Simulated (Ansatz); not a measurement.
InGaN2 in space group P3m1 (No. 156; In on 1a, Ga on 1c, N on 1c, N on 1a), the program Ansatz at the r²SCAN level (PAW), all energies at zero smearing, with the estimated change up to a 700 eV cutoff added, with one set of potentials and settings (totals compare only within such a set). Cell of 4 atoms (1 In, 1 Ga, 2 N): -10172.889 eV.

```
element              reference phase  E (eV/atom)
-------  ---------------------------  -----------
In       I4/mmm, 1 atoms in the cell   -5611.8204
Ga         Cmce, 4 atoms in the cell   -3790.2689
N          Pa-3, 8 atoms in the cell    -384.8315
```

Formation energy per atom, worked out: (-10172.889 − 1×(-5611.8204) − 1×(-3790.2689) − 2×(-384.8315))/4 = -0.284 eV/atom (-27 kJ per mol of atoms), at 0 K, without zero-point energy or fitted corrections.

The workflow started from a Materials Project entry (that database holds measured and hypothetical structures alike); the Crystallography Open Database copy checked does not list it. Whether it is the stable phase at ambient conditions was not checked. The r²SCAN relaxation kept the symmetry of its start; of distortions, only those at the zone centre were tested. The references are the lowest solids computed at this level, not always the standard phases (solids in place of the gases).

Potentials: the later of the program's two PAW sets.
